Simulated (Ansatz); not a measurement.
The calculation used DFT PBE, scalar-relativistic, plane waves, PAW (Ansatz 0.2.0). All cells share a 420 eV cutoff and Γ-centred k meshes spaced about 0.3 Å⁻¹ or finer (0.25 for metals, 2π included). No spin polarisation.

All energies are static (0 K, no zero-point motion).

Two forms of Be₃S₅ were relaxed alike.

A.

```xyz
8
Lattice="-1.7901 1.7901 10.8488 1.7901 -1.7901 10.8488 1.7901 1.7901 -10.8488" Properties=species:S:1:pos:R:3 pbc="T T T"
Be    0.0000    0.0000    6.6484
Be    0.0000    0.0000   15.0492
Be    0.0000    0.0000    0.0000
S     1.7901    0.0000    9.7607
S     1.7901    0.0000    7.7059
S     0.0000    1.7901    5.4244
S     1.7901    0.0000    1.0882
S     1.7901    0.0000    3.1429
```

B.

```xyz
8
Lattice="-1.7864 1.7864 10.9179 1.7864 -1.7864 10.9179 1.7864 1.7864 -10.9179" Properties=species:S:1:pos:R:3 pbc="T T T"
Be    0.0000    0.0000   17.5998
Be    0.0000    0.0000    4.2360
Be    0.0000    0.0000    0.0000
S     1.7864    0.0000    9.8315
S     1.7864    0.0000    7.7388
S     0.0000    1.7864    5.4590
S     1.7864    0.0000    1.0864
S     1.7864    0.0000    3.1791
```

Problem. Which would you expect to be lower, and how large is the difference?

Solution. A is lower, by 46 meV/atom. A has space group I-4m2 (No. 119), 17.4 Å³/atom and a gap of 0.40 eV on its mesh; B has space group I-4m2 (No. 119), 17.4 Å³/atom and no gap. A and B both hold S–S pairs. In A, Be on a site of symmetry 2mm has 4 S at 2.08–2.17 Å; Be on a site of symmetry -4m2 is surrounded by 4 S at 2.09 Å; around S on a site of symmetry 2mm lie 1 S at 2.05 Å and 2 Be at 2.09 Å; 2 more sites not described. In B, around Be on a site of symmetry 2mm lie 4 S at 2.08–2.16 Å; around Be on a site of symmetry -4m2 lie 4 S at 2.09 Å; S on a site of symmetry 2mm has 2 Be at 2.09 Å and 1 S at 2.09 Å; 2 more sites not described. Both come from trial cells of a structure search, whose lowest cell (P1, 16.7 Å³/atom) lies 34 meV/atom below the lower of the two.

Kohn–Sham gaps at this level usually fall short of measured ones. The zero gap of I-4m2 at 17.4 Å³/atom may come from the functional, which often closes small gaps, or the cell may be a true semimetal. With atoms moved at random, A (by 34 meV/atom) fell into a lower structure. B had no clear such test and can be a saddle point. Some structure types and database cells were kept out of the candidates from the start, so a known form may be missing.
